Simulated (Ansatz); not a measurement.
Input:

Mg:
```xyz
1
Lattice="-1.7796 1.7796 1.7796 1.7796 -1.7796 1.7796 1.7796 1.7796 -1.7796" Properties=species:S:1:pos:R:3 pbc="T T T"
Mg     0.0000     0.0000     0.0000
```

This is the r²SCAN-relaxed structure.

Problem. All from r²SCAN (plane waves, PAW; program Ansatz), unless another level is named. Give the bulk modulus (Birch–Murnaghan fit).

Solution. 387 kbar.

Problem. Predict the elastic constants (relaxed ions, GPa).

Solution. C11 = 40.2, C12 = 38.3, C44 = 35.9.

Space group Im-3m (bcc (W type)). The workflow started from a Materials Project entry (that database holds measured and hypothetical structures alike); the Crystallography Open Database copy checked does not list it. It is not the phase usual at ambient conditions (space group No. 194). The r²SCAN relaxation kept the symmetry of its start; its stability against distortions is not shown here. As this level gives no gap, shear constants depend on the k-mesh and smearing (Fermi–Dirac, 0.1 eV here).

Potentials: the earlier of the program's two PAW sets.
